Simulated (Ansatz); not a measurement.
Method: DFT PBE, scalar-relativistic, plane waves, PAW in Ansatz 0.2.0. Cutoff 420 eV, Γ-centred 12×12×2 mesh (12-atom cell), Gaussian smearing of 0.02 eV, no spin polarisation.

Energies over the elements count from the elements' standard structures at the same level (N₂ as a molecule), with no fitted energy shifts.

**Question.** Find a candidate hexagonal semiconductor with formula GaN, with a gap near 1.6 eV, a formation energy near −0.44 eV/atom and about 12 Å³ per atom, in a cell of 12 atoms.

**Answer.** GaN, space group P6_3mc (No. 186). Ga on its first site has 4 N at 1.97 Å; Ga on its second site has 4 N at 1.97 Å; Ga on its third site has 4 N at 1.97 Å; N on its first site is surrounded by 4 Ga at 1.97 Å; 2 more sites not described.

```
Ga N
1.0
     3.21684    0.00000    0.00000
    -1.60842    2.78587    0.00000
     0.00000    0.00000   15.74751
Ga N
6 6
Direct
  0.00000 0.00000 0.18753
  0.00000 0.00000 0.68753
  0.33333 0.66667 0.52071
  0.66667 0.33333 0.02071
  0.33333 0.66667 0.85398
  0.66667 0.33333 0.35398
  0.00000 0.00000 0.31265
  0.00000 0.00000 0.81265
  0.33333 0.66667 0.97921
  0.66667 0.33333 0.47921
  0.33333 0.66667 0.64592
  0.66667 0.33333 0.14592
```

- Volume per atom: 11.76 Å³
- Density: 5.91 g/cm³
- Energy over the elements: −0.439 eV/atom
- Gap on the 12×12×2 mesh of the 12-atom cell: 1.59 eV

The cell was found from a structure generator's guess, not taken from experiment. The answer needn't be unique; the calculation gave this one.

Kohn–Sham gaps at this level usually fall short of measured ones. A structure relaxed within its symmetry needn't be a true minimum.
